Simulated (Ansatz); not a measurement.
Ca:
Space group Fm-3m (No. 225); a = b = c = 5.455 Å, α = β = γ = 90.00°

```
atom  site  symmetry       x       y       z
----  ----  --------  ------  ------  ------
Ca      4a      m-3m  0.0000  0.0000  0.0000
```
(The calculation used a cell of 1 atom; values per cell refer to that cell.)

Relaxed with PBEsol (plane waves, PAW; program Ansatz). Indices refer to the conventional cell of Fm-3m, a = b = c = 5.4548 Å, α = β = γ = 90.00°.

**Question.** Simulate the powder diffraction pattern (neutron, λ = 1.5401 Å; lines above 1 %) up to 2θ = 90°.

**Answer.** Simulated powder pattern, neutron, λ = 1.5401 Å (kinematic, ideal powder, no thermal factors, coherent scattering alone; the 30 strongest lines at most, above 1 %, up to 2θ = 90°):

```csv
2θ (°),d (Å),I/Imax (%),hkl
28.31,3.149,100,(111)
32.80,2.727,57,(200)
47.07,1.929,59,(220)
55.84,1.645,90,(311)
58.55,1.575,28,(222)
68.76,1.364,17,(400)
75.95,1.251,58,(331)
78.30,1.220,56,(420)
87.51,1.113,50,(422)
```

The cell was relaxed with PBEsol under the symmetry of its start.

Potentials: the earlier of the program's two PAW sets.
